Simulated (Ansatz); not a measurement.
## BaSrCaMgSi2O8: ⁸⁷Sr nuclear quadrupole resonance

Cell: a computed structure from the Materials Project (it need not be an observed phase), atoms as given.

Space group P3m1 (No. 156); a = 5.5317, c = 6.9909 Å, γ = 120.00°.

```csv
site,Wyckoff,site symmetry,x,y,z
Ba,1b,3m.,0.3333,0.6667,0.4990
Sr,1c,3m.,0.6667,0.3333,0.8408
Ca,1a,3m.,0.0000,0.0000,0.1675
Mg,1b,3m.,0.3333,0.6667,0.0000
Si5,1c,3m.,0.6667,0.3333,0.2723
Si6,1a,3m.,0.0000,0.0000,0.7261
O7,1c,3m.,0.6667,0.3333,0.5026
O8,1a,3m.,0.0000,0.0000,0.4928
O9,3d,.m.,0.5080,0.4920,0.1778
O12,3d,.m.,0.1582,0.8418,0.8219
```

One atom of each set is listed.

Method: Kohn–Sham DFT in Ansatz, PBE, plane waves and PAW, with spin–orbit coupling, 420 eV cutoff, Γ-centred 5×5×4 k-points, Fermi–Dirac smearing 0.02 eV.

⁸⁷Sr: I = 9/2, Q = 305.0 mb (year-2017 value). Static lattice, zero field.

Q: The simulated lines lie at 1.40, 2.80, 4.19, 5.59 MHz. What are |C_Q|, η and |V_zz| at Sr?

A: For I = 9/2 and η = 0 the lines are |C_Q|/24 times 1, 2, 3 and 4; η shifts the lowest up most. Here |C_Q| = 33.5 MHz, η = 0.00 and |V_zz| = 4.55 × 10²¹ V/m². The calculation gives V_zz negative; the lines don't show the sign. The site has 10 O at 2.36–2.80 Å.

An axis of threefold or higher order runs through Sr, so V_zz lies along it and η is zero.
